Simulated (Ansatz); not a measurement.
A: Nb3Au (A15, Cr3Si type), a = 5.2161 Å, b = 5.2161 Å, c = 5.2161 Å, α = 90.00°, β = 90.00°, γ = 90.00°
B: Ga₂Pt (fluorite type, space group Fm-3m), a = b = c = 5.9349 Å, α = β = γ = 90.00°
C: Rh (fcc, Cu type), a = 3.800 Å, b = 3.800 Å, c = 3.800 Å, α = 90.00°, β = 90.00°, γ = 90.00°
D: C (diamond), a = b = c = 3.560 Å, α = β = γ = 90.00°
E: LaBi (rock salt), a = b = c = 6.6623 Å, α = β = γ = 90.00°

Scan: energy against volume (even scaling of the relaxed cell, symmetry kept). One method and one kind of scan serve all of them; meshes and ranges differ. All were relaxed with their symmetry unable to fall. Ga2Pt is run without spin polarisation. LaBi is run without spin polarisation. Nb3Au is run without spin polarisation. Rh is run without spin polarisation. Spin-orbit coupling is left out. This is a high-temperature form of Ga2Pt.

Question: Order them by bulk modulus (fitted) (highest first) at the level r2SCAN (plane waves to 500 eV, PAW, scalar-relativistic; Ansatz, a quantum-chemistry and plane-wave program).

Answer: D (451 GPa), C (281 GPa), A (192 GPa), B (134 GPa), E (50.7 GPa)

(Under strain, the slope of the energy per volume gives the stress and its curvature an elastic modulus.)
